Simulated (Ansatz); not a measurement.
One crystal and one scan (scan of one atom of the cell) at two levels, PBE (plane waves to 420 eV, PAW, scalar-relativistic; Ansatz, a quantum-chemistry and plane-wave program) and r2SCAN (plane waves to 500 eV, PAW, scalar-relativistic; Ansatz), each from its own relaxed cell and on its own mesh. The cell shown is that of PBE.

Ge (diamond)

```
CELL_PARAMETERS angstrom
      0.00000     2.88111     2.88111
      2.88111     0.00000     2.88111
      2.88111     2.88111     0.00000
ATOMIC_POSITIONS crystal
  Ge 0.50000 0.50000 0.50000
  Ge 0.75000 0.75000 0.75000
```

Scan: atom 2 (Ge, nearest neighbour Ge at 2.495 Å; its periodic images, 4.1 Å or more away, move with it) is displaced along Cartesian [111], direction (0.577, 0.577, 0.577) in Cartesian axes, by s. The other atoms stay.

The energy includes the smearing's −TS. Ge was relaxed with its symmetry unable to fall. The PAW data are Ansatz's earlier set. As the smearing reaches across the gap at some points, energies and forces of such displacements shift with the k mesh and the smearing. With partly filled bands, energies and forces of such displacements shift with the k mesh and the smearing. Both scans cover s from -0.250 to 0.250 Å.

ΔE (meV/cell), each from the undisplaced structure of its own level:

```
s (Å)   PBE    r2SCAN
------  ---  --------
-0.250  389       451
-0.200  238       277
-0.150  128       150
-0.100   54        64
-0.050   13        15
0.000     0         0
0.050    12        14
0.100    44  withheld
0.150    95       111
0.200   161       186
0.250   240       273
```

Task: Estimate the r2SCAN value at 0.100 from the PBE value there and the ratio of the two levels in the two nearest given rows on that side of the minimum.

Result: At 0.150 and 0.200 the ratio r2SCAN/PBE averages 1.162, which gives 1.162 × 44 = 51 meV/cell. The calculation gives 52 meV/cell, +18.2 % against PBE.

(For displaced atoms, the force is minus the slope of the energy, and its curvature is a force constant, which sets phonon frequencies.)
